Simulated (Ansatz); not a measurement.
Ga₂BiAs:
```
Ga2BiAs
1.0
    4.23852     0.00000     0.00000
    0.00000     4.23852     0.00000
    0.00000     0.00000     6.04225
Ga Bi As
2 1 1
Cartesian
  2.11926   0.00000   4.38404
  0.00000   2.11926   1.65821
  0.00000   0.00000   0.00000
  2.11926   2.11926   3.02113
```

Relaxed with r²SCAN. DFT-r²SCAN in the program Ansatz with PAW potentials gives no gap.

Task: What gap does HSE06 give on the same cell (Ansatz, PAW)?

Result: It stays without a gap at the points solved. The hybrid was solved on a coarser mesh and at special points; its gap is the smallest among all of these. On such a mesh it can open a false gap in a semimetal.

```csv
k,v1 r²SCAN,c1 r²SCAN,v1 HSE06,c1 HSE06
Γ,0.00,0.00,0.00,0.00
Z,-1.20,1.08,(withheld),(withheld)
M,-2.53,0.81,(withheld),(withheld)
A,-3.34,3.93,(withheld),(withheld)
R,-0.57,0.06,(withheld),(withheld)
X,-0.70,1.54,-0.73,1.92
```

Task: Top valence (v1) and lowest conduction level (c1) in eV from each method's valence maximum (which need not be a listed point): supply the withheld HSE06 values.

Result: 
- M, v1 HSE06: -2.63
- M, c1 HSE06: 1.04
- R, v1 HSE06: -0.60
- R, c1 HSE06: 0.35
- A, v1 HSE06: -3.48
- A, c1 HSE06: 4.40
- Z, v1 HSE06: -1.24
- Z, c1 HSE06: 1.44

Cost on shared cores: the r²SCAN run (SCF on a 10×10×7 mesh, then bands and DOS) about 4 core-minutes (a rough figure), the HSE06 run (SCF on 5×5×4, then a few points) roughly 6 core-minutes; the tasks are unlike.

Space group P-4m2. The first step of the workflow began from a Materials Project structure, measured or hypothetical; the Crystallography Open Database copy checked does not list it. Its standing as an ambient phase is unchecked. Symmetry was held in the r²SCAN relaxation; of distortions, only those at the zone centre were tested. Spin–orbit coupling is left out wherever it is not named.

Potentials: the later of the program's two PAW sets.
